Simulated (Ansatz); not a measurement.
All numbers below come from DFT PBE, scalar-relativistic, plane waves, PAW in Ansatz 0.2.0. All cells share a 420 eV cutoff and Γ-centred k meshes spaced at most about 0.3 Å⁻¹ (about 0.25 or finer for metals, 2π included). Collinear spin in cells that started with moments and kept them past the coarse steps, no spin elsewhere.

All energies are static (0 K, no zero-point motion).

Compare these two cells of Sc3Te2, each relaxed at this level.

A. (no spin)

```
CELL_PARAMETERS angstrom
5.32609 0.00000 0.00000
0.00000 5.32609 0.00000
0.00000 0.00000 5.32609
ATOMIC_POSITIONS crystal
Sc 0.50000 0.00000 0.00000
Sc 0.00000 0.50000 0.00000
Sc 0.00000 0.00000 0.50000
Te 0.50000 0.50000 0.50000
Te 0.00000 0.00000 0.00000
```

B. (site moments under 0.1 μB)

```
CELL_PARAMETERS angstrom
3.92210 0.00000 0.00000
0.00000 3.92210 0.00000
0.00000 0.00000 9.00069
ATOMIC_POSITIONS crystal
Sc 0.50000 0.50000 0.83682
Sc 0.50000 0.50000 0.16318
Sc 0.50000 0.50000 0.50000
Te 0.00000 0.00000 0.00000
Te 0.00000 0.00000 0.50000
```

**Question.** Which form is favoured at zero pressure, and by what margin per atom?

**Answer.** B is lower, by 0.35 eV/atom. A has space group Pm-3m (No. 221), 30.2 Å³/atom and no gap on its mesh; B has space group P4/mmm (No. 123), 27.7 Å³/atom and no gap. Counting Te atoms around Sc (those within 1.25 times the shortest such distance or 1.15 times the sum of covalent radii), A has Sc 2 and B has Sc 4. The denser one is the lower, and pressure would at first widen the difference. In A, Sc is surrounded by 2 Te at 2.66 Å, 4 Te at 3.77 Å and 8 Sc at 3.77 Å; around Te on its first site lie 12 Sc at 3.77 Å; Te on its second site is surrounded by 6 Sc at 2.66 Å. In B, Sc on a site of symmetry 4mm is surrounded by 2 Sc at 2.94–3.03 Å and 4 Te at 3.14 Å; Sc on a site of symmetry 4/mmm has 4 Te at 2.77 Å and 2 Sc at 3.03 Å; Te on its first site is surrounded by 8 Sc at 3.14 Å; 1 more site not described. Both come from invented guesses. A third cell relaxed alike, in P-6m2, lies 229 meV/atom below the lower of the two.

Spin–orbit coupling, which can matter for Te, is left out. Cells relaxed within their symmetry can be saddle points.
